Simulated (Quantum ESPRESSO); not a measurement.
Hf3AlO7F, finding a planted mistake in a log

Simulated, not a measurement. The program is pw.x of Quantum ESPRESSO 7.5 (plane-wave density functional theory). The cell is made up: 12 atoms on a fluorite lattice, with randomly drawn elements, strain and displacements, not relaxed. PseudoDojo standard norm-conserving files (v0.5 for PBE, v0.4.1 for LDA and PBEsol) set the functional; there is no spin polarisation, spin-orbit coupling or dispersion term, and the masses in the input are unused placeholders.

The hafnium pseudopotential is less sure than the others, with forces about 3 percent (worst 6) and pressure in oxides about 1.5 GPa (worst 2.7) from a second method in checks, which no rerun with the same files tests.

Intended input:

```
&control calculation='scf', pseudo_dir='./dojo.nc.sr.pbe.v0_5.standard.upf', outdir='./o', disk_io='low', tprnfor=.true., tstress=.true. /
&system ibrav=0, nat=12, ntyp=4, nbnd=50, ecutwfc=84.00895049, nosym=.true., tot_charge=0,
 occupations='smearing', smearing='fd', degauss=0.0018374661
/
&electrons conv_thr=7.350e-09, electron_maxstep=60, /
ATOMIC_SPECIES
Al 1.0 Al.upf
F 1.0 F.upf
Hf 1.0 Hf.upf
O 1.0 O.upf
CELL_PARAMETERS angstrom
5.3186 0.0474 0.0382
0.0474 5.1759 0.0977
0.0382 0.0977 5.2589
ATOMIC_POSITIONS angstrom
Hf -0.0088 -0.0118 0.0708
Hf 0.0415 2.5384 2.7012
Hf 2.7246 0.0484 2.6122
Al 2.6944 2.5854 0.0367
O 1.3492 1.3878 1.3007
O 1.4105 1.3671 4.0055
O 1.3918 3.9057 1.4209
O 1.3719 3.9589 3.9969
O 3.9709 1.3062 1.404
O 4.009 1.4278 4.0159
O 4.0549 3.9665 1.4151
F 4.0615 3.9982 4.1042
K_POINTS automatic
4 4 4 1 1 1
```

The log is shortened where brackets say so; the opening notice, blank lines, dates and the lines on written files are dropped, and the path of the files is cut. It prints rydbergs, bohrs and kilobars, and counts compression as positive stress. Where no state is partly filled, the Fermi energy that it prints is only some level between the filled and the empty states on the mesh, and need not lie in the true gap.

Log of the intended run:

```
     Program PWSCF v.7.5
     Parallel version (MPI & OpenMP), running on       4 processor cores
     Number of MPI processes:                 4
     Threads/MPI process:                     1
     [start-up lines left out]
     bravais-lattice index     =            0
     lattice parameter (alat)  =      10.0514  a.u.
     unit-cell volume          =     976.4844 (a.u.)^3
     number of atoms/cell      =           12
     number of atomic types    =            4
     number of electrons       =        88.00
     number of Kohn-Sham states=           50
     kinetic-energy cutoff     =      84.0090  Ry
     charge density cutoff     =     336.0358  Ry
     scf convergence threshold =      7.3E-09
     mixing beta               =       0.7000
     number of iterations used =            8  plain     mixing
     Exchange-correlation= PBE
                           (   1   4   3   4   0   0   0)
     [axes and pseudopotential details left out]
   Cartesian axes
     site n.     atom                  positions (alat units)
         1        Hf     tau(   1) = (  -0.0016545  -0.0022185   0.0133109  )
         2        Hf     tau(   2) = (   0.0078023   0.4772372   0.5078447  )
         3        Hf     tau(   3) = (   0.5122441   0.0090995   0.4911121  )
         4        Al     tau(   4) = (   0.5065663   0.4860735   0.0068999  )
         5        O      tau(   5) = (   0.2536592   0.2609162   0.2445408  )
         6        O      tau(   6) = (   0.2651840   0.2570245   0.7530624  )
         7        O      tau(   7) = (   0.2616683   0.7342993   0.2671393  )
         8        O      tau(   8) = (   0.2579269   0.7443013   0.7514455  )
         9        O      tau(   9) = (   0.7465573   0.2455749   0.2639620  )
        10        O      tau(  10) = (   0.7537204   0.2684365   0.7550177  )
        11        O      tau(  11) = (   0.7623499   0.7457301   0.2660488  )
        12        F      tau(  12) = (   0.7635908   0.7516899   0.7716187  )
     number of k points=    32  Fermi-Dirac smearing, width (Ry)=  0.0018
                       cart. coord. in units 2pi/alat
        k(    1) = (   0.1230092   0.1250024   0.1232115), wk =   0.0625000
        k(    2) = (   0.1212348   0.1202439   0.3761674), wk =   0.0625000
     [further k points left out]
     Dense  grid:   101599 G-vectors     FFT dimensions: (  60,  60,  60)
     Estimated max dynamical RAM per process >     249.30 MB
     Estimated total dynamical RAM >     922.77 MB
     Initial potential from superposition of free atoms
     starting charge      87.9920, renormalised to      88.0000
     Starting wfcs are   66 randomized atomic wfcs
     total cpu time spent up to now is        5.6 secs
     per-process dynamical memory:   184.5 Mb
     Self-consistent Calculation
     iteration #  1     ecut=    84.01 Ry     beta= 0.70
     Davidson diagonalization with overlap
     ethr =  1.00E-02,  avg # of iterations =  2.0
     total cpu time spent up to now is       11.7 secs
     total energy              =    -623.15504640 Ry
     estimated scf accuracy    <       4.30921094 Ry
     iteration #  2     ecut=    84.01 Ry     beta= 0.70
     Davidson diagonalization with overlap
     ethr =  4.90E-03,  avg # of iterations =  6.1
     total cpu time spent up to now is       19.3 secs
     total energy              =    -622.25925617 Ry
     estimated scf accuracy    <      13.58535613 Ry
     [iterations 3 to 13 left out]
     iteration # 14     ecut=    84.01 Ry     beta= 0.70
     Davidson diagonalization with overlap
     ethr =  4.77E-11,  avg # of iterations =  2.5
     total cpu time spent up to now is       95.8 secs
     total energy              =    -625.29491630 Ry
     estimated scf accuracy    <       0.00000001 Ry
     iteration # 15     ecut=    84.01 Ry     beta= 0.70
     Davidson diagonalization with overlap
     ethr =  1.20E-11,  avg # of iterations =  2.9
     total cpu time spent up to now is      101.2 secs
     End of self-consistent calculation
     [lines on levels left out]
     the Fermi energy is    10.0679 ev
!    total energy              =    -625.29491630 Ry
     estimated scf accuracy    <          2.0E-09 Ry
     smearing contrib. (-TS)   =      -0.00000000 Ry
     internal energy E=F+TS    =    -625.29491630 Ry
     The total energy is F=E-TS. E is the sum of the following terms:
     one-electron contribution =    -154.20194350 Ry
     hartree contribution      =     125.00897325 Ry
     xc contribution           =    -157.02059116 Ry
     ewald contribution        =    -439.08135489 Ry
     convergence has been achieved in  15 iterations
     Forces acting on atoms (cartesian axes, Ry/au):
     atom    1 type  3   force =     0.09427608    0.04471774    0.04720587
     atom    2 type  3   force =     0.09847727   -0.03684899   -0.05000361
     atom    3 type  3   force =    -0.10350453    0.04835508   -0.05185054
     atom    4 type  1   force =    -0.07415609   -0.05056287    0.03341402
     atom    5 type  4   force =    -0.01661679   -0.02217246    0.02094401
     atom    6 type  4   force =    -0.01806558    0.00022357   -0.02386776
     atom    7 type  4   force =     0.00360968    0.02507844   -0.01159248
     atom    8 type  4   force =     0.00675209   -0.01153301    0.01942406
     atom    9 type  4   force =     0.01532173    0.02153831   -0.00728603
     atom   10 type  4   force =     0.00617112    0.00971209    0.01178161
     atom   11 type  4   force =    -0.00106496   -0.02317812    0.01470171
     atom   12 type  2   force =    -0.01120001   -0.00532978   -0.00287087
     Total force =     0.238660     Total SCF correction =     0.000110
     Computing stress (Cartesian axis) and pressure
          total   stress  (Ry/bohr**3)                   (kbar)     P=     -218.85
  -0.00186984   0.00002207  -0.00001376         -275.06        3.25       -2.02
   0.00002207  -0.00109174  -0.00006251            3.25     -160.60       -9.20
  -0.00001376  -0.00006251  -0.00150152           -2.02       -9.20     -220.88
     init_run     :      5.03s CPU      5.23s WALL (       1 calls)
     electrons    :     94.48s CPU     95.64s WALL (       1 calls)
     forces       :      1.26s CPU      1.31s WALL (       1 calls)
     stress       :      4.12s CPU      4.27s WALL (       1 calls)
     [timing details left out]
     PWSCF        :   1m45.25s CPU   1m46.89s WALL
     JOB DONE.
```

A second run was made from an input with one planted mistake. Its log:

```
     Program PWSCF v.7.5
     Parallel version (MPI & OpenMP), running on       4 processor cores
     Number of MPI processes:                 4
     Threads/MPI process:                     1
     [start-up lines left out]
     bravais-lattice index     =            0
     lattice parameter (alat)  =      10.0514  a.u.
     unit-cell volume          =     976.4844 (a.u.)^3
     number of atoms/cell      =           12
     number of atomic types    =            4
     number of electrons       =        88.00
     number of Kohn-Sham states=           50
     kinetic-energy cutoff     =      84.0090  Ry
     charge density cutoff     =     336.0358  Ry
     scf convergence threshold =      2.9E-02
     mixing beta               =       0.7000
     number of iterations used =            8  plain     mixing
     Exchange-correlation= PBE
                           (   1   4   3   4   0   0   0)
     [axes and pseudopotential details left out]
   Cartesian axes
     site n.     atom                  positions (alat units)
         1        Hf     tau(   1) = (  -0.0016545  -0.0022185   0.0133109  )
         2        Hf     tau(   2) = (   0.0078023   0.4772372   0.5078447  )
         3        Hf     tau(   3) = (   0.5122441   0.0090995   0.4911121  )
         4        Al     tau(   4) = (   0.5065663   0.4860735   0.0068999  )
         5        O      tau(   5) = (   0.2536592   0.2609162   0.2445408  )
         6        O      tau(   6) = (   0.2651840   0.2570245   0.7530624  )
         7        O      tau(   7) = (   0.2616683   0.7342993   0.2671393  )
         8        O      tau(   8) = (   0.2579269   0.7443013   0.7514455  )
         9        O      tau(   9) = (   0.7465573   0.2455749   0.2639620  )
        10        O      tau(  10) = (   0.7537204   0.2684365   0.7550177  )
        11        O      tau(  11) = (   0.7623499   0.7457301   0.2660488  )
        12        F      tau(  12) = (   0.7635908   0.7516899   0.7716187  )
     number of k points=    32  Fermi-Dirac smearing, width (Ry)=  0.0018
                       cart. coord. in units 2pi/alat
        k(    1) = (   0.1230092   0.1250024   0.1232115), wk =   0.0625000
        k(    2) = (   0.1212348   0.1202439   0.3761674), wk =   0.0625000
     [further k points left out]
     Dense  grid:   101599 G-vectors     FFT dimensions: (  60,  60,  60)
     Estimated max dynamical RAM per process >     249.30 MB
     Estimated total dynamical RAM >     922.77 MB
     Initial potential from superposition of free atoms
     starting charge      87.9920, renormalised to      88.0000
     Starting wfcs are   66 randomized atomic wfcs
     total cpu time spent up to now is        3.5 secs
     per-process dynamical memory:   177.1 Mb
     Self-consistent Calculation
     iteration #  1     ecut=    84.01 Ry     beta= 0.70
     Davidson diagonalization with overlap
     ethr =  1.00E-02,  avg # of iterations =  2.0
     total cpu time spent up to now is        8.2 secs
     total energy              =    -623.15504640 Ry
     estimated scf accuracy    <       4.30921094 Ry
     iteration #  2     ecut=    84.01 Ry     beta= 0.70
     Davidson diagonalization with overlap
     ethr =  4.90E-03,  avg # of iterations =  6.1
     total cpu time spent up to now is       15.6 secs
     total energy              =    -622.25925617 Ry
     estimated scf accuracy    <      13.58535613 Ry
     [iterations 3 to 4 left out]
     iteration #  5     ecut=    84.01 Ry     beta= 0.70
     Davidson diagonalization with overlap
     ethr =  2.00E-04,  avg # of iterations =  2.0
     total cpu time spent up to now is       32.9 secs
     total energy              =    -625.27760424 Ry
     estimated scf accuracy    <       0.04638050 Ry
     iteration #  6     ecut=    84.01 Ry     beta= 0.70
     Davidson diagonalization with overlap
     c_bands:  1 eigenvalues not converged
     ethr =  5.27E-05,  avg # of iterations = 12.0
     total cpu time spent up to now is       41.2 secs
     End of self-consistent calculation
     [lines on levels left out]
     the Fermi energy is    10.3982 ev
!    total energy              =    -625.29111753 Ry
     estimated scf accuracy    <       0.00665661 Ry
     smearing contrib. (-TS)   =      -0.00000000 Ry
     internal energy E=F+TS    =    -625.29111753 Ry
     The total energy is F=E-TS. E is the sum of the following terms:
     one-electron contribution =    -154.00012795 Ry
     hartree contribution      =     124.71381274 Ry
     xc contribution           =    -156.92344742 Ry
     ewald contribution        =    -439.08135489 Ry
     convergence has been achieved in   6 iterations
     Forces acting on atoms (cartesian axes, Ry/au):
     atom    1 type  3   force =     0.10249923    0.04468813    0.04877240
     atom    2 type  3   force =     0.10700949   -0.03843336   -0.05079319
     atom    3 type  3   force =    -0.11237325    0.04852936   -0.05328696
     atom    4 type  1   force =    -0.07843535   -0.05027379    0.03374217
     atom    5 type  4   force =    -0.01688574   -0.02160053    0.02092914
     atom    6 type  4   force =    -0.01804595    0.00104945   -0.02306124
     atom    7 type  4   force =     0.00387150    0.02490142   -0.01205603
     atom    8 type  4   force =     0.00596679   -0.01092941    0.01873366
     atom    9 type  4   force =     0.01438947    0.02129721   -0.00733750
     atom   10 type  4   force =     0.00503614    0.00991629    0.01202187
     atom   11 type  4   force =    -0.00200212   -0.02318368    0.01460719
     atom   12 type  2   force =    -0.01103021   -0.00596109   -0.00227149
     Total force =     0.251525     Total SCF correction =     0.166842
     SCF correction compared to forces is large: reduce conv_thr to get better values
     Computing stress (Cartesian axis) and pressure
          total   stress  (Ry/bohr**3)                   (kbar)     P=     -236.01
  -0.00197782   0.00002558  -0.00001305         -290.95        3.76       -1.92
   0.00002558  -0.00121228  -0.00005902            3.76     -178.33       -8.68
  -0.00001305  -0.00005902  -0.00162303           -1.92       -8.68     -238.76
     init_run     :      3.25s CPU      3.38s WALL (       1 calls)
     electrons    :     37.42s CPU     37.74s WALL (       1 calls)
     forces       :      1.32s CPU      1.34s WALL (       1 calls)
     stress       :      4.40s CPU      4.52s WALL (       1 calls)
     [timing details left out]
     PWSCF        :     46.52s CPU     47.15s WALL
     JOB DONE.
```

Question: what was wrong in the second input?

Answer: the self-consistency threshold is too loose. The input lines that differ, file-writing options aside:

```
- &electrons conv_thr=7.350e-09, electron_maxstep=60, /
+ &electrons conv_thr=2.940e-02, electron_maxstep=60, /
```

|  | intended run | run with the mistake |
| --- | --- | --- |
| free energy (eV) | -8507.571 | -8507.519 |
| smearing term -TS (eV) | 0.0000 | 0.0000 |
| pressure (GPa) | -21.88 | -23.60 |
| largest force component (eV/Å) | 2.661 | 2.889 |
| largest change of a force component (eV/Å) |  | 0.228 |
| iterations | 15 | 6 |

For scale, a rerun of the intended cell at a cutoff of 1437 eV and k mesh 6 x 6 x 6 moved values by no more than 0.002 eV in energy, 0.04 GPa in stress and 0.003 eV/Å in force.